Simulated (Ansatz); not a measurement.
Computed with DFT PBE, scalar-relativistic, plane waves, PAW in Ansatz. The final run on the 8-atom cell used 420 eV, a Γ-centred 8×8×10 mesh, 0.02 eV smearing and no spin polarisation.

Formation energies are uncorrected and refer to the elements' standard structures at the same level (N₂ as a molecule).

Problem. Find a candidate orthorhombic narrow-gap semiconductor with formula Y3AlN4, with a gap near 0.5 eV, a formation energy near −1.35 eV/atom and a density near 5.41 g/cm³, in a cell of 8 atoms.

Solution. Y3AlN4, space group Cmmm (No. 65). Around Y on a site of symmetry 2/m lie 6 N at 2.36–2.42 Å, 8 Y at 3.33–3.38 Å and 4 Al at 3.38 Å; Y on a site of symmetry mmm is surrounded by 6 N at 2.38–2.48 Å, 2 Al at 3.33 Å and 10 Y at 3.34–3.38 Å; around Al lie 4 N at 2.24 Å, 2 N at 2.45 Å, 10 Y at 3.33–3.38 Å and 2 Al at 3.34 Å; N on a site of symmetry 2mm is surrounded by 2 Al at 2.24 Å and 4 Y at 2.42–2.48 Å; 1 more site not described.

```cif
data_structure
_symmetry_space_group_name_H-M 'Cmmm'
_symmetry_Int_Tables_number 65
_cell_length_a 6.6528
_cell_length_b 9.6748
_cell_length_c 3.3351
_cell_angle_alpha 90.000
_cell_angle_beta 90.000
_cell_angle_gamma 90.000
_cell_volume 214.66
loop_
_atom_site_label
_atom_site_type_symbol
_atom_site_symmetry_multiplicity
_atom_site_Wyckoff_symbol
_atom_site_fract_x
_atom_site_fract_y
_atom_site_fract_z
_atom_site_occupancy
Y1 Y 4 e 0.25000 0.25000 0.00000 1
Y2 Y 2 d 0.00000 0.00000 0.50000 1
Al1 Al 2 c 0.50000 0.00000 0.50000 1
N1 N 4 g 0.72435 0.00000 0.00000 1
N2 N 4 j 0.50000 0.74632 0.50000 1
```

- Volume per atom: 13.42 Å³
- Density: 5.41 g/cm³
- Formation energy: −1.347 eV/atom
- Gap on the 8×8×10 mesh of the 8-atom cell: 0.47 eV

It was reached by relaxing an invented guess, and it needn't be the stable form of this composition. Other answers may fit too; this one was computed.

Kohn–Sham gaps at this level usually fall short of measured ones. Symmetry constrained the relaxation, so the result can be a saddle point. Another cell of Y3AlN4 relaxed alike, in Fmm2, lies 46 meV/atom lower, so this cell isn't the stable form at this level.
